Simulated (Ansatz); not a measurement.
## Clamped-ion strain scan in Tl

The calculation used Ansatz, DFT PBEsol, scalar-relativistic, plane waves, PAW. Settings: plane waves to 420 eV, k-mesh 18×18×10 (Γ-centred), Gaussian smearing 0.15 eV. Spin–orbit coupling is left out, which can shift energies with elements as heavy as these. No spin polarisation. Energies are free energies at this smearing, counted from the undisturbed cell; pressure is positive in compression.

The starting cell (as given, not relaxed at this level; it stands at 0.0 GPa):

```yaml
crystal:
  lattice:
    - [3.45600, 0.00000, 0.00000]
    - [-1.72800, 2.99298, 0.00000]
    - [0.00000, 0.00000, 5.52500]
  atoms:
    - { symbol: Tl, position: [0.33333, 0.66667, 0.25000] }
    - { symbol: Tl, position: [0.66667, 0.33333, 0.75000] }
```

The cell is strained by ε times the Voigt pattern (0, 0, 1, 0, 0, 0) (xx, yy, zz, yz, xz, xy; engineering shear) with fractional coordinates fixed. The cell is metallic on the mesh throughout.

| ε | ΔE (meV/atom) | stress summed along the pattern (GPa, tension positive) | pressure (GPa) |
| --- | --- | --- | --- |
| -0.0600 | 22.8 | ? | ? |
| -0.0450 | 12.4 | ? | ? |
| -0.0300 | 5.2 | -2.11 | 1.4 |
| -0.0150 | 1.1 | -0.97 | 0.7 |
| 0.0000 | 0.0 | 0.12 | 0.0 |
| 0.0150 | ? | 1.07 | ? |
| 0.0300 | 5.5 | 1.77 | -1.0 |
| 0.0450 | 11.0 | 2.31 | -1.5 |
| 0.0525 | 14.2 | 2.55 | -1.6 |
| 0.0600 | 17.8 | 2.77 | -1.8 |

(1) Give the withheld values.

## Answers

(1) stress summed along the pattern (GPa, tension positive) at ε = -0.0600: -4.47; pressure (GPa) at ε = -0.0600: 3.0; stress summed along the pattern (GPa, tension positive) at ε = -0.0450: -3.29; pressure (GPa) at ε = -0.0450: 2.2; ΔE (meV/atom) at ε = 0.0150: 1.6; pressure (GPa) at ε = 0.0150: -0.5.